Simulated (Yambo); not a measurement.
AlCl₃ (space group C2/m, No. 12), G0W0@PBEsol in Yambo with this input:

```
rim_cut
gw0
dyson
el_el_corr
HF_and_locXC
ppa
em1d
RandQpts= 1000000
RandGvec= 1 Ry
EXXRLvcs= 58 Ry
VXCRLvcs= 232 Ry
Chimod= "HARTREE"
% BndsRnXp
 1 | 331 |
%
NGsBlkXp= 8 Ry
% LongDrXp
 1.0 | 1.0 | 1.0 |
%
PPAPntXp= 27.2114 eV
% GbndRnge
 1 | 331 |
%
GTermKind= "BG"
DysSolver= "n"
ExtendOut
```

On a 2×2×2 mesh, with wavefunctions cut at 58 Ry, the gap ((-0.5, -0.5, 0) → (0, -0.5, -0.5)) is 7.780 eV and the valence edge shifts by -1.740 eV.

Question: What happens with this change: no random integration?

Answer: The gap falls by 0.100 eV, to 7.680 eV; the shift of the valence edge becomes -1.485 eV. Neither run is shown to be the converged limit.

Geometry relaxed with PBE+D3(BJ); primitive cell a = 5.936 Å, b = 5.936 Å, c = 6.183 Å, α = 98.93°, β = 98.93°, γ = 119.97°.

A shift is the quasiparticle energy of the state minus its PBEsol energy.
